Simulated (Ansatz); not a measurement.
## Two states of YbCr$_{2}$Ge$_{2}$

```
CELL_PARAMETERS angstrom
0.00000 3.96265 0.00000
3.96265 0.00000 0.00000
1.98133 1.98133 -5.36142
ATOMIC_POSITIONS crystal
Ge 0.38630 0.38630 0.22740
Ge 0.61370 0.61370 0.77260
Cr 0.75000 0.25000 0.50000
Cr 0.25000 0.75000 0.50000
Yb 0.00000 0.00000 0.00000
```

Method: PBE; PAW, plane waves to 420 eV, 6×6×6 Γ-centred mesh, fermi-dirac occupations (width 0.1 eV) (Ansatz 0.2.0), atoms fixed.

State A: Cr3 down, Cr4 up (collinear spin). State B: no moments (no spin polarisation).

Question: Compare the two self-consistent states.

Answer: State A is lower by 86.3 meV an atom at zero smearing; in free energy at this smearing B lies +80.4 meV an atom from A.

```csv
state,free energy (meV/atom),largest moment in a small sphere (μB),net moment (μB/cell),gap on mesh (eV),pressure (GPa),largest force (eV/Å)
A,0.0,2.14,0.00,metal,4.7,0.16
B,80.4,0.00,0.00,metal,-0.6,0.64
```

Origin: a known structure type with other elements, at an estimated volume, so it need not be a known compound. Caveats: f shells without a U or exact exchange are poorly placed.
